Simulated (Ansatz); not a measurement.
BaSO₄ (F-43m), zone-centre modes

All numbers below come from DFT PBEsol, scalar-relativistic, plane waves, PAW (Ansatz). Cutoff 420 eV, Γ-centred 6×6×6 k-points, Gaussian smearing of 0.05 eV. No spin polarisation.

Reference structure (relaxed at this level; it needn't be the usual structure):

```yaml
crystal:
  lattice:
    - [0.00000, 3.62624, 3.62624]
    - [3.62624, 0.00000, 3.62624]
    - [3.62624, 3.62624, 0.00000]
  atoms:
    - { symbol: Ba, position: [0.50000, 0.50000, 0.50000] }
    - { symbol: S, position: [0.00000, 0.00000, 0.00000] }
    - { symbol: O, position: [0.11838, 0.11838, 0.11838] }
    - { symbol: O, position: [0.64487, 0.11838, 0.11838] }
    - { symbol: O, position: [0.11838, 0.64487, 0.11838] }
    - { symbol: O, position: [0.11838, 0.11838, 0.64487] }
```

Harmonic modes by finite displacements of 0.02 Å, without the LO–TO term.

**Question.** At this geometry, is the structure stable against these modes?

**Answer.** No: 3 modes are unstable, the strongest at 150i cm⁻¹.

**Question.** List the wavenumbers in cm⁻¹.

**Answer.** 150i, 150i, 150i, 0, 0, 0, 62, 62, 62, 424, 424, 589, 589, 589, 981, 1104, 1104, 1104.

Cost: 1 run of about 1.1 core-minutes, on Arm Neoverse V1 (shared hosts).